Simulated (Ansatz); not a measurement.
C:
```yaml
crystal:
  lattice:
    - [0.00000, 2.12628, 3.57608]
    - [1.22815, 0.00000, 3.57608]
    - [1.22815, 2.12628, 0.00000]
  atoms:
    - { symbol: C, position: [0.66666, 0.33334, 0.66666] }
    - { symbol: C, position: [0.33334, 0.66666, 0.33334] }
```

Relaxed with r²SCAN. Special points in fractions of this cell's reciprocal vectors: Γ (0.000, 0.000, 0.000); Y (0.500, 0.000, 0.500); T (1.000, 0.500, 0.500); Z (0.500, 0.500, 0.000); Σ0 (0.000, 0.363, 0.363); U0 (1.000, 0.637, 0.637); C0 (0.500, 0.196, 0.696); A0 (0.500, 0.804, 0.304); L (0.500, 0.500, 0.500).

Task: List the band energies nearest the Fermi level at these points for DFT-r²SCAN in the program Ansatz with PAW potentials.

Result: In eV from the Fermi level; about four levels below and three above (degenerate sets whole), none deeper than 8.9 eV; … stands for higher levels left out; points with the same levels are listed once.

| k | below | above |
|---|---|---|
| Γ | -7.55 -3.43 -3.41 | 3.70 … |
| Y | -7.02 -2.17 | 2.26 … |
| T | -7.05 -3.20 | 1.02 … |
| Z | -3.43 -3.42 | 8.54 … |
| Σ0 | -1.45 | 0.53 … |
| C0 | -1.47 | 1.27 … |
| L | -7.03 -2.72 | 1.59 … |

Space group Fmmm. The first step of the workflow began from a Materials Project structure, measured or hypothetical; the Crystallography Open Database files this formula in space group No. 69, but the cells were not matched. It is not the phase usual at ambient conditions (space group No. 194, 227). The cell keeps a stress of up to 0.2 GPa. The r²SCAN relaxation kept the symmetry of its start; whether a distortion lowers the energy is not shown. A crystal of weakly bound layers computed without a dispersion correction: the cell and the soft elastic constants depend strongly on that. The Fermi level of a semimetal is unsure by some 0.05 eV on such meshes.

Potentials: the later of the program's two PAW sets.
